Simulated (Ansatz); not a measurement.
# AlSi5: from a guess to a relaxed structure

Level of theory: DFT PBE, scalar-relativistic, plane waves, PAW (Ansatz). Cutoff 420 eV, Gaussian smearing, Γ-centred meshes. Cell and atoms relax first on a coarse mesh and then on a finer one. In between, the cell is made exact in the group found at 0.06 Å. In metals the finer mesh still leaves noise of several meV/atom or more. The steps can't lower the symmetry of their start. No spin polarisation.

The guess for AlSi5 was made by a generator: random cell by space group and Wyckoff sites (P6/mmm, No. 191). Lengths were set from tabulated atomic sizes, so they are only a guess.

```cif
data_structure
_symmetry_space_group_name_H-M 'P6/mmm'
_symmetry_Int_Tables_number 191
_cell_length_a 5.2665
_cell_length_b 5.2665
_cell_length_c 4.4266
_cell_angle_alpha 90.000
_cell_angle_beta 90.000
_cell_angle_gamma 120.000
_cell_volume 106.33
loop_
_atom_site_label
_atom_site_type_symbol
_atom_site_symmetry_multiplicity
_atom_site_Wyckoff_symbol
_atom_site_fract_x
_atom_site_fract_y
_atom_site_fract_z
_atom_site_occupancy
Al1 Al 1 b 0.00000 0.00000 0.50000 1
Si1 Si 2 d 0.33333 0.66667 0.50000 1
Si2 Si 3 f 0.50000 0.00000 0.00000 1
```

The zero of energy is the elements' standard structures at the same level; no fitted shifts are applied.

Question: Describe the relaxed structure.

Answer: The symmetry stays P6/mmm (No. 191). The volume per atom shrinks by 7.9 %, from 17.7 to 16.3 Å³. The shortest distance goes from 2.63 Å (Si–Si) to 2.45 Å (Si–Si). The ratio c/a of the conventional cell changes by a factor of 1.15. Conventional cell: a = 4.895 Å, c = 4.718 Å. Around Al lie 6 Si at 2.83 Å and 12 Si at 3.40 Å; Si on a site of symmetry -6m2 has 9 Si at 2.75–2.83 Å and 3 Al at 2.83 Å; Si on a site of symmetry mmm is surrounded by 4 Si at 2.45 Å and 4 Si at 2.75 Å.

```
Al Si
1.0
     4.89481    0.00000    0.00000
    -2.44741    4.23903    0.00000
     0.00000    0.00000    4.71758
Al Si
1 5
Direct
  0.00000 0.00000 0.50000
  0.33333 0.66667 0.50000
  0.66667 0.33333 0.50000
  0.50000 0.00000 0.00000
  0.00000 0.50000 0.00000
  0.50000 0.50000 0.00000
```

Question: How does it come out in energy, and is it a metal?

Answer: The formation energy is +0.52 eV/atom and the gap on the 12×12×8 mesh of the 6-atom cell is 0 eV (a metal).

The separate elements lie lower, so it is unstable against them.

The last run used Gaussian smearing of 0.10 eV. The cell is a metal run without spin; a magnetic state may lie lower. A structure relaxed within its symmetry needn't be a true minimum. In all, the 3 runs took 77 s on 1 thread of Arm Neoverse V2, on a shared host. Another cell of AlSi5 relaxed alike, in Pmma, lies 242 meV/atom lower, so this cell isn't the stable form at this level.
